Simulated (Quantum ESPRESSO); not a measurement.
## RuTi5SnMo (a guest atom moved from site to site)

Simulated, not a measurement. The program is pw.x of Quantum ESPRESSO 7.5 (plane-wave density functional theory). The cell is made up: eight metal atoms on a hexagonal close-packed lattice, with elements, volume, strain and displacements drawn at random and not relaxed, so it may be unstable or far from any real phase. PseudoDojo standard norm-conserving files set the functional (PBE unless stated); there is no spin polarisation or spin-orbit coupling, the Fermi-Dirac width of 0.25 eV means electrons at about 2900 K, and the masses in the input are unused placeholders. The tin pseudopotential is less sure than most, with forces differing by about three percent from a second method on plain tin. A spin test at this wide smearing found no moment, but such smearing suppresses magnetism that the real alloy may have.

The runs move one Ru atom among sites that otherwise hold Ti. Cell, positions, cutoff, mesh and smearing stay as in the input of run 1; sites are counted in its order. Stress in the tables is positive in tension.

Input of run 1:

```
&control calculation='scf', pseudo_dir='./dojo.nc.sr.pbe.v0_5.standard.upf', outdir='./o', disk_io='medium', tprnfor=.true., tstress=.true. /
&system ibrav=0, nat=8, ntyp=4, nbnd=69, ecutwfc=84.00895049, nosym=.true., tot_charge=0,
 occupations='smearing', smearing='fd', degauss=0.0183746611
/
&electrons conv_thr=1.470e-08, electron_maxstep=70, mixing_beta=0.5 /
ATOMIC_SPECIES
Mo 1.0 Mo.upf
Ru 1.0 Ru.upf
Sn 1.0 Sn.upf
Ti 1.0 Ti.upf
CELL_PARAMETERS angstrom
0.0 4.9055 0.0
2.8322 0.0 4.6002
2.8322 0.0 -4.6002
ATOMIC_POSITIONS angstrom
Ru 0.0027 -0.0337 -0.092
Ti 2.7723 0.0308 -0.0168
Sn 2.8099 1.6407 -2.1576
Ti 2.7422 1.6884 2.2975
Ti 1.3754 2.3065 0.0414
Mo 4.1976 2.4369 0.048
Ti 1.2832 3.9869 -2.2614
Ti 1.3445 4.0327 2.4669
K_POINTS automatic
5 5 5 1 1 1
```

```
run  elements on sites 1 to 8  free energy less that of run 1 (eV)  -TS (eV)  pressure (GPa)  stress xx (GPa)  stress yy (GPa)  stress zz (GPa)  stress yz (GPa)  stress xz (GPa)  stress xy (GPa)  iterations
  1   Ru Ti Sn Ti Ti Mo Ti Ti                                0.000    -2.006           11.64            -9.78           -12.49           -12.65             0.06            -0.34             1.55          20
  2   Ti Ru Sn Ti Ti Mo Ti Ti                                0.025    -2.037           11.72           -10.15           -12.56           -12.45             1.21            -0.57             0.09          19
  3   Ti Ti Sn Ru Ti Mo Ti Ti                                0.333    -2.176           11.98           -10.08            -8.91           -16.94             0.28             2.03             1.40          20
  4   Ti Ti Sn Ti Ru Mo Ti Ti                                0.308    -2.105           12.06           -14.88            -8.96           -12.34             0.44            -0.45             0.64          19
  5   Ti Ti Sn Ti Ti Mo Ru Ti                                0.085    -2.090           11.62           -10.33            -9.76           -14.78             0.22            -0.72             0.99          20
  6   Ti Ti Sn Ti Ti Mo Ti Ru                                0.064    -2.073           11.74           -10.28            -9.87           -15.06             1.80             0.36             0.83          20
```

Forces Fx Fy Fz (eV/Å):

| site | run 1 | run 2 | run 3 | run 4 | run 5 | run 6 |
| --- | --- | --- | --- | --- | --- | --- |
| 1 | 0.07 -0.14 0.52 | -0.18 -0.16 1.34 | -0.45 -0.15 0.96 | -0.13 -0.38 1.42 | -0.04 -0.36 1.11 | -0.87 -0.47 1.32 |
| 2 | 0.02 -1.04 1.20 | -0.19 -0.96 0.89 | 0.17 -1.18 1.32 | -0.09 -1.26 0.99 | 0.34 -1.23 1.08 | 0.43 -1.18 0.80 |
| 3 | -0.74 -0.75 -2.23 | -0.75 -0.99 -1.75 | -0.59 -1.11 -2.11 | -0.89 -0.62 -1.99 | -0.87 -0.47 -2.13 | -0.57 -0.56 -2.17 |
| 4 | 0.60 -0.74 0.13 | 0.54 -0.92 0.15 | 0.31 -0.30 -0.15 | 0.33 -0.51 0.02 | 0.86 -0.07 0.22 | 0.31 -0.32 0.21 |
| 5 | -0.72 0.97 0.49 | -0.08 1.07 0.56 | -0.23 1.08 0.67 | -0.42 0.75 0.45 | -0.47 1.39 0.42 | -0.38 1.39 0.52 |
| 6 | 0.39 -0.07 0.73 | 0.65 0.18 0.78 | 0.52 0.44 0.89 | 0.71 0.65 0.69 | 0.29 0.05 0.76 | 0.61 -0.04 0.89 |
| 7 | 0.04 1.15 -0.09 | 0.25 1.01 -0.93 | -0.12 0.71 -0.40 | 0.41 0.76 -0.19 | -0.22 0.56 -0.20 | 0.21 0.56 -0.71 |
| 8 | 0.35 0.63 -0.74 | -0.22 0.78 -1.03 | 0.39 0.50 -1.19 | 0.08 0.61 -1.38 | 0.11 0.13 -1.26 | 0.26 0.63 -0.85 |

The sites are displaced and not relaxed, so the energy differences mix bonding between neighbours with strain and are not ordering energies. A rerun of one cell of this series at a higher cutoff and on a denser mesh moved values by no more than 0.003 eV in energy, 0.02 GPa in stress and 0.003 eV/Å in force, and a second program with other atomic files agreed on that cell to 2 % rms in force and 0.5 GPa in pressure.